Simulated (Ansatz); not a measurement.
# Computed properties of CuI

CuI:
```
CELL_PARAMETERS angstrom
      2.19298     1.26612     6.84289
     -2.19298     1.26612     6.84289
      0.00000    -2.53224     6.84289
ATOMIC_POSITIONS crystal
  Cu 0.12226 0.12226 0.12226
  Cu 0.87774 0.87774 0.87774
  I  0.00000 0.00000 0.00000
  I  0.50000 0.50000 0.50000
```

Space group R-3m (No. 166); conventional cell a = 4.386 Å, b = 4.386 Å, c = 20.529 Å, α = 90.00°, β = 90.00°, γ = 120.00°.

Method: the program Ansatz at the r²SCAN level (PAW). The cell and atoms are relaxed at this level. Other levels are named where they apply.

### Cell and energy

| Item | Value |
|---|---|
| Volume per atom | 28.50 Å³ |
| Density | 5.55 g/cm³ |
| Formation energy from the elements (no fitted shifts) | 63 meV/atom |

### Electronic structure

| Quantity | Result |
|---|---|
| Band gap | 0.09 eV (direct) |
| Valence-band maximum | at Γ |
| Conduction-band minimum | at Γ |

### Mechanics

| Item | Value |
|---|---|
| Bulk modulus (Birch–Murnaghan fit) | 36.8 GPa |
| Pressure derivative B′ | 5.6 |

### Charges

| Item | Result |
|---|---|
| Bader charges | Cu +0.41, I -0.45 to -0.36 e |

The workflow started from a Materials Project entry (that database holds measured and hypothetical structures alike); the Crystallography Open Database copy checked does not list it. It is not the phase usual at ambient conditions (space group No. 216). The cell was relaxed with r²SCAN under the symmetry of its start; whether a distortion lowers the energy is not shown. No spin polarisation was allowed. The references are the lowest solids computed at this level, not always the standard phases. Spin–orbit coupling is left out wherever it is not named.

Potentials: the later of the program's two PAW sets.
